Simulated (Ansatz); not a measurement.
## Band table of Hg (diamond type)

```
Hg
1.0
     0.00000    2.43079    2.43079
     2.43079    0.00000    2.43079
     2.43079    2.43079    0.00000
Hg
2
Direct
  0.87500 0.87500 0.87500
  0.12500 0.12500 0.12500
```

The cell comes from a relaxation on PAW files under the same functional, begun from a prototype that needn't be the stable phase.

All numbers are LDA results (scalar-relativistic) from Ansatz 0.2.0, with a Γ-centred 12×12×12 k mesh, Fermi–Dirac smearing of 0.1 eV, no spin polarisation. Methods: LAPW: all electrons, basis error target 1 meV/atom.

This run: volume at 0.43 of the series' base cell.

Spin–orbit coupling is left out, which matters for the heavy atoms. The structure type is held throughout; the real material can change phase at far lower pressure.

Path points, in fractions of the reciprocal vectors: Γ (0.000, 0.000, 0.000), X (0.500, 0.000, 0.500), U (0.625, 0.250, 0.625), K (0.375, 0.375, 0.750), L (0.500, 0.500, 0.500), W (0.500, 0.250, 0.750). The distance column jumps between branches of the path. Levels in eV from the Fermi level; bands 41 to 56, counted from the lowest band of the run. The gap is zero, the pressure 291.8 GPa.

```
# k(1/Å) point b41 b42 b43 b44 b45 b46 b47 b48 b49 b50 b51 b52 b53 b54 b55 b56
0.000 Γ -15.34 -14.05 -14.05 -13.50 -13.50 -13.50 -9.27 -9.27 -9.27 -6.37 -6.37 8.80 9.19 10.34 10.34 10.34
0.162 - -15.22 -14.27 -14.00 -13.52 -13.52 -13.24 -9.51 -9.21 -9.21 -6.47 -6.29 8.48 8.81 9.78 9.78 11.26
0.323 - -14.87 -14.58 -13.82 -13.57 -13.57 -12.80 -10.13 -9.02 -9.02 -6.75 -6.12 7.68 8.07 8.07 8.82 9.99
0.485 - -14.84 -14.31 -13.64 -13.64 -13.53 -12.32 -10.91 -8.71 -8.71 -7.20 -5.96 6.17 6.17 7.12 7.53 8.81
0.646 - -15.02 -13.74 -13.74 -13.60 -13.14 -11.84 -11.71 -8.27 -8.27 -7.78 -5.85 4.37 4.37 4.89 6.93 8.75
0.808 - -15.09 -13.85 -13.85 -13.08 -12.65 -12.18 -11.38 -8.46 -7.74 -7.74 -5.70 2.39 2.74 2.74 6.92 8.64
0.969 - -15.04 -13.94 -13.94 -13.50 -12.06 -11.64 -11.00 -9.19 -7.17 -7.17 -5.40 0.08 1.39 1.39 7.11 8.44
1.131 - -14.86 -14.07 -14.00 -14.00 -11.41 -11.03 -10.75 -9.94 -6.70 -6.70 -4.75 -1.95 0.44 0.44 7.43 8.16
1.292 X -14.53 -14.53 -14.02 -14.02 -10.73 -10.73 -10.69 -10.69 -6.51 -6.51 -3.60 -3.60 0.09 0.09 7.80 7.80
1.350 - -14.58 -14.52 -14.02 -13.96 -10.75 -10.72 -10.70 -10.69 -6.50 -6.49 -3.61 -3.59 0.00 0.12 7.81 7.91
1.407 - -14.68 -14.50 -14.04 -13.83 -10.80 -10.72 -10.70 -10.69 -6.49 -6.43 -3.64 -3.56 -0.25 0.22 7.82 8.21
1.464 - -14.79 -14.47 -14.06 -13.66 -10.89 -10.76 -10.69 -10.67 -6.47 -6.35 -3.68 -3.53 -0.63 0.37 7.85 8.68
1.521 - -14.90 -14.43 -14.08 -13.48 -11.01 -10.81 -10.69 -10.63 -6.44 -6.24 -3.73 -3.49 -1.08 0.58 7.88 9.27
1.578 - -14.99 -14.38 -14.12 -13.31 -11.16 -10.87 -10.69 -10.57 -6.40 -6.12 -3.77 -3.47 -1.53 0.84 7.92 9.95
1.635 - -15.06 -14.32 -14.16 -13.15 -11.32 -10.93 -10.69 -10.49 -6.36 -6.01 -3.79 -3.55 -1.91 1.15 7.96 10.69
1.692 - -15.11 -14.24 -14.21 -13.01 -11.50 -11.01 -10.68 -10.38 -6.31 -5.94 -3.79 -3.76 -2.11 1.50 8.01 11.47
1.749 U -15.15 -14.26 -14.17 -12.89 -11.69 -11.08 -10.67 -10.25 -6.26 -5.91 -4.21 -3.66 -2.10 1.90 8.05 12.26
2.541 K -15.15 -14.26 -14.17 -12.89 -11.69 -11.08 -10.67 -10.25 -6.26 -5.91 -4.21 -3.66 -2.10 1.90 8.05 12.26
2.712 - -15.12 -14.43 -13.90 -12.69 -12.29 -11.32 -10.61 -9.74 -6.20 -6.11 -5.84 -2.87 -1.43 3.30 8.13 13.57
2.883 - -14.91 -14.59 -13.63 -12.87 -12.75 -11.57 -10.50 -9.20 -7.30 -6.80 -6.00 -1.51 -0.29 4.92 8.12 12.39
3.055 - -14.70 -14.58 -13.45 -13.31 -13.03 -11.84 -10.32 -9.23 -7.81 -7.48 -5.95 0.23 1.20 6.68 8.07 11.42
3.226 - -14.72 -14.25 -13.76 -13.49 -13.23 -12.15 -10.09 -9.73 -8.11 -7.41 -5.97 2.26 2.99 8.11 8.46 10.69
3.398 - -14.65 -14.33 -14.00 -13.72 -13.20 -12.51 -9.87 -9.82 -8.62 -6.95 -6.07 4.45 5.00 8.41 10.15 10.16
3.569 - -14.83 -14.47 -14.09 -13.59 -13.29 -12.90 -9.68 -9.55 -8.99 -6.62 -6.20 6.59 7.10 9.21 9.78 10.67
3.740 - -15.21 -14.23 -14.08 -13.52 -13.42 -13.28 -9.40 -9.35 -9.20 -6.43 -6.32 8.26 8.66 9.87 10.42 10.59
3.912 Γ -15.34 -14.05 -14.05 -13.50 -13.50 -13.50 -9.27 -9.27 -9.27 -6.37 -6.37 8.80 9.19 10.34 10.34 10.34
4.052 - -15.25 -14.13 -14.13 -13.51 -13.39 -13.39 -9.33 -9.29 -9.29 -6.37 -6.37 8.42 8.79 10.26 10.26 10.64
4.191 - -15.00 -14.26 -14.26 -13.54 -13.19 -13.19 -9.47 -9.33 -9.33 -6.38 -6.38 6.77 8.40 9.89 9.89 10.63
4.331 - -14.62 -14.34 -14.34 -13.57 -13.01 -13.01 -9.63 -9.35 -9.35 -6.41 -6.41 4.60 7.85 9.15 9.15 11.34
4.471 - -14.36 -14.36 -14.23 -13.56 -12.93 -12.93 -9.67 -9.28 -9.28 -6.47 -6.47 2.33 7.42 8.34 8.34 11.67
4.611 - -14.31 -14.31 -14.01 -13.43 -12.98 -12.98 -9.44 -9.12 -9.12 -6.58 -6.58 0.12 7.12 7.62 7.62 11.95
4.751 - -14.20 -14.20 -13.97 -13.27 -13.13 -13.13 -8.88 -8.88 -8.83 -6.72 -6.72 -1.92 6.93 7.07 7.07 12.22
4.891 - -14.05 -14.05 -13.97 -13.32 -13.32 -13.19 -8.66 -8.66 -7.94 -6.86 -6.86 -3.65 6.72 6.72 6.83 12.41
5.031 L -13.97 -13.97 -13.97 -13.42 -13.42 -13.18 -8.57 -8.57 -7.35 -6.92 -6.92 -4.51 6.60 6.60 6.80 12.47
5.145 - -14.24 -14.05 -13.79 -13.35 -13.29 -13.12 -8.71 -8.66 -7.21 -6.88 -6.86 -4.52 6.07 6.31 6.90 12.58
5.259 - -14.50 -14.21 -13.72 -13.19 -12.99 -12.96 -9.01 -8.90 -6.93 -6.78 -6.65 -4.54 4.84 5.51 7.25 12.68
5.374 - -14.73 -14.39 -13.66 -12.98 -12.84 -12.58 -9.37 -9.22 -6.68 -6.64 -6.21 -4.56 3.38 4.43 7.81 12.79
5.488 - -14.89 -14.56 -13.59 -12.78 -12.67 -12.19 -9.75 -9.56 -6.46 -6.46 -5.62 -4.57 1.89 3.22 8.54 12.92
5.602 - -15.00 -14.72 -13.50 -12.73 -12.38 -11.81 -10.13 -9.89 -6.26 -6.25 -4.91 -4.53 0.49 1.98 9.39 13.04
5.716 - -15.06 -14.85 -13.38 -12.78 -12.04 -11.45 -10.50 -10.18 -6.07 -6.04 -4.38 -4.14 -0.73 0.76 10.31 13.09
5.831 - -15.06 -14.95 -13.23 -12.91 -11.69 -11.19 -10.80 -10.45 -5.94 -5.90 -4.05 -3.50 -1.54 -0.39 11.25 12.85
5.945 W -15.03 -15.03 -13.07 -13.07 -11.35 -11.35 -10.71 -10.71 -5.87 -5.87 -3.58 -3.58 -1.33 -1.33 12.15 12.15
6.026 - -15.02 -15.02 -13.10 -13.10 -11.32 -11.32 -10.71 -10.71 -5.89 -5.89 -3.58 -3.58 -1.28 -1.28 11.72 11.72
6.106 - -14.98 -14.98 -13.20 -13.20 -11.24 -11.24 -10.71 -10.71 -5.97 -5.97 -3.59 -3.59 -1.13 -1.13 10.94 10.94
6.187 - -14.93 -14.93 -13.34 -13.34 -11.13 -11.13 -10.71 -10.71 -6.07 -6.07 -3.60 -3.60 -0.91 -0.91 10.14 10.14
6.268 - -14.85 -14.85 -13.50 -13.50 -11.01 -11.01 -10.71 -10.71 -6.20 -6.20 -3.60 -3.60 -0.64 -0.64 9.39 9.39
6.349 - -14.76 -14.76 -13.67 -13.67 -10.89 -10.89 -10.71 -10.71 -6.32 -6.32 -3.60 -3.60 -0.37 -0.37 8.74 8.74
6.429 - -14.66 -14.66 -13.83 -13.83 -10.80 -10.80 -10.70 -10.70 -6.42 -6.42 -3.60 -3.60 -0.13 -0.13 8.24 8.24
6.510 - -14.57 -14.57 -13.96 -13.96 -10.74 -10.74 -10.70 -10.70 -6.48 -6.48 -3.60 -3.60 0.03 0.03 7.91 7.91
6.591 X -14.53 -14.53 -14.02 -14.02 -10.73 -10.73 -10.69 -10.69 -6.51 -6.51 -3.60 -3.60 0.09 0.09 7.80 7.80
```
